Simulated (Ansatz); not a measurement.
## IrRh₅: rattling a relaxed structure

It was reached by relaxing an invented guess, and it needn't be the stable form of this composition.

All numbers below come from DFT PBE, scalar-relativistic, plane waves, PAW in Ansatz. Settings: cutoff 420 eV, Γ-centred mesh 18×18×4 on the computed 6-atom cell, Gaussian smearing of 0.10 eV; no spin polarisation.

The cell below (6 atoms, space group P-6m2 (No. 187)) is relaxed within its symmetry.

```
Ir Rh
1.0
     2.72830    0.00000    0.00000
    -1.36415    2.36278    0.00000
     0.00000    0.00000   13.19084
Ir Rh
1 5
Cartesian
  1.3641 0.7876 6.5954
  0.0000 1.5752 8.7932
  0.0000 1.5752 0.0000
  0.0000 1.5752 4.3976
  1.3641 0.7876 11.0016
  1.3641 0.7876 2.1892
```

For the test a repeat of it with 12 atoms (edges 2.73, 2.73, 26.38 Å) was strained at random (σ = 1.5 % a component), the atoms were moved at random (σ = 0.15 Å), and all was relaxed again on a coarse 12×12×1 mesh (in the run’s order of axes) with 0.20 eV smearing, with no symmetry imposed.

These runs have no spin–orbit coupling, which can matter for Ir.

Q: Does it come back?

A: It returns, within 1 meV/atom of the unmoved cell on that mesh and with the same symmetry when read at 0.1 Å (C2 at 0.01 Å, so small strains and shifts remain). No instability shows in this cell; modes of other wave vectors, which need another repeat, aren't tested.
